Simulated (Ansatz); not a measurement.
The cell below belongs to a search over invented structures; it isn't taken from experiment.

Input and command of a plane-wave DFT calculation in Ansatz:

```yaml
crystal:
  lattice:
    - [1.7776263376, -3.095550964, 0.0554592926]
    - [-5.2480485996, -3.0465741019, 0.0464392911]
    - [-0.0170277153, 0.2319507615, -13.463595557]
  atoms:
    - { symbol: Ti, position: [0.4919509956, 0.4809948146, 1.0037704953] }
    - { symbol: Ti, position: [1.0101850205, 0.0065086056, 0.9980500546] }
    - { symbol: Sn, position: [0.5059016181, 0.4922716087, 0.4733930417] }
    - { symbol: Sn, position: [0.9973060354, 0.0115386902, 0.4900079732] }
    - { symbol: S, position: [0.4720173016, 0.8035673389, 0.8947654162] }
    - { symbol: S, position: [0.0246419731, 0.3180340689, 0.9080855159] }
    - { symbol: S, position: [-0.0264884492, 0.6855927638, 0.1053563411] }
    - { symbol: S, position: [0.4981985389, 0.1855596756, 0.0900600051] }
    - { symbol: S, position: [-0.0185239633, 0.666721615, 0.6247871532] }
    - { symbol: S, position: [0.5325286883, 0.1897368674, 0.6240647025] }
    - { symbol: S, position: [0.5100484124, 0.8451362035, 0.3879123432] }
    - { symbol: S, position: [0.0022338286, 0.314337748, 0.399746958] }
basis:
  ecutwfc: 420
kpoints:
  mp_grid: { grid: [4, 2, 1] }
hamiltonian:
  xc: pbe
scf:
  occupations: { method: gaussian, width: 0.1 }
  lower_state_search: "off"
output:
  forces: true
  stress: true
  eigenvalues: true
relax:
  adjacent_minimum: "off"
  f_tol: 0.025
  max_steps: 60
  cell: { stress_tol: 0.25 }
```

```bash
ansatz run input.yaml --threads 1 --pin off --max-ram 2560MiB --backend cpu --events-out ev --progress --plain --runs-dir out
```

Processor: Intel(R) Xeon(R) Platinum 8488C (Sapphire Rapids), 1 thread, on a host shared with other jobs.

Question: How long does it run, and how much memory does it take?

Answer: About 110 s, peak memory 0.57 GiB. It solves 62 bands at 6 k points (after reduction by symmetry) with about 5919 plane waves (on the last cell), in 94 SCF iterations over 10 ionic steps.
